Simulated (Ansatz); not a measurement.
Zr4Rh2O:
```xyz
28
Lattice="0.0000 6.2117 6.2117 6.2117 0.0000 6.2117 6.2117 6.2117 0.0000" Properties=species:S:1:pos:R:3 pbc="T T T"
Zr     7.7647     4.6588     4.6588
Zr     4.6588     4.6588     7.7647
Zr     4.6588     7.7647     4.6588
Zr     7.7647     7.7647     7.7647
Zr     6.2117     6.2117    10.1419
Zr     3.1059     3.1059     0.8243
Zr     6.2117     6.2117     2.2815
Zr     3.1059     3.1059     5.3874
Zr    10.1419     6.2117     6.2117
Zr     0.8243     3.1059     3.1059
Zr     2.2815     6.2117     6.2117
Zr     5.3874     3.1059     3.1059
Zr     6.2117    10.1419     6.2117
Zr     3.1059     0.8243     3.1059
Zr     6.2117     2.2815     6.2117
Zr     3.1059     5.3874     3.1059
Rh     5.0296     7.3939     7.3939
Rh     8.1354     8.1354    10.4997
Rh     7.3939     5.0296     7.3939
Rh    10.4997    10.4997    10.4997
Rh     5.0296     5.0296     5.0296
Rh     8.1354    10.4997     8.1354
Rh     7.3939     7.3939     5.0296
Rh    10.4997     8.1354     8.1354
O      1.5529     4.6588     4.6588
O      4.6588     4.6588     1.5529
O      4.6588     1.5529     4.6588
O      1.5529     1.5529     1.5529
```

Relaxed with r²SCAN. Special points in fractions of this cell's reciprocal vectors: Γ (0.000, 0.000, 0.000); X (0.500, 0.000, 0.500); U (0.625, 0.250, 0.625); K (0.375, 0.375, 0.750); L (0.500, 0.500, 0.500); W (0.500, 0.250, 0.750).

Question: List the band energies nearest the Fermi level at these points for the program Ansatz at the r²SCAN level (PAW).

Answer: In eV from the Fermi level; about four levels below and three above (degenerate sets whole), none deeper than 8.9 eV; points with the same levels are listed once.

```json
[
 {"k": "Γ", "below": "-0.86 -0.86 -0.86 -0.83 -0.83", "above": "0.28 0.28 0.28"},
 {"k": "X", "below": "-0.10 -0.10 -0.06 -0.06", "above": "0.44 0.44 0.63 0.63"},
 {"k": "U", "below": "-0.21 -0.10 -0.10 -0.05", "above": "0.03 0.45 0.53"},
 {"k": "L", "below": "-0.28 -0.28 -0.15 -0.08", "above": "0.04 0.04 0.22 0.22"},
 {"k": "W", "below": "-0.09 -0.09 -0.05 -0.05", "above": "0.45 0.45 0.66 0.66"}
]
```

Space group Fd-3m. The start of the workflow was typed in or built on a structure type; neither database checked (COD, Materials Project) lists it. Whether it is the stable phase at ambient conditions was not checked. Symmetry was held in the r²SCAN relaxation; whether a distortion lowers the energy is not shown. The workflow began spin-polarised and lost its moments. Spin–orbit coupling is left out wherever it is not named.

Potentials: the later of the program's two PAW sets.
